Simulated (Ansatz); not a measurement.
LaPt₅:
Space group P6/mmm (No. 191); a = b = 5.420 Å, c = 4.403 Å, α = β = 90.00°, γ = 120.00°

```csv
atom,site,symmetry,x,y,z
Pt,2c,-6m2,0.3333,0.6667,0.0000
Pt,3g,mmm,0.5000,0.5000,0.5000
La,1a,6/mmm,0.0000,0.0000,0.0000
```

Relaxed at zero pressure with r²SCAN (plane waves, PAW; program Ansatz).

Problem. The volume is raised by 9 % and shape and atoms relax at that volume. What pressure results, and how do the axes share the change?

Solution. -13.3 GPa; a 3.3 %, b 3.3 %, c 2.2 %; the energy rises by 76 meV/atom.

Problem. Give the new structure.

Solution. 
Space group P6/mmm (No. 191); a = b = 5.598 Å, c = 4.500 Å, α = β = 90.00°, γ = 120.00°

| atom | site | symmetry | x | y | z |
|---|---|---|---|---|---|
| Pt | 2c | -6m2 | 0.3333 | 0.6667 | 0.0000 |
| Pt | 3g | mmm | 0.5000 | 0.5000 | 0.5000 |
| La | 1a | 6/mmm | 0.0000 | 0.0000 | 0.0000 |

The phase is kept; no other phase was compared at this pressure.

The workflow started from an entry of the Crystallography Open Database (COD). Its standing as an ambient phase is unchecked. Symmetry was held in the r²SCAN relaxation; whether a distortion lowers the energy is not shown. No spin polarisation was allowed. Axis ratios of metals converge slowly with the k-mesh, so a and c are less sure than the volume. Spin–orbit coupling is left out wherever it is not named.

Potentials: the later of the program's two PAW sets.
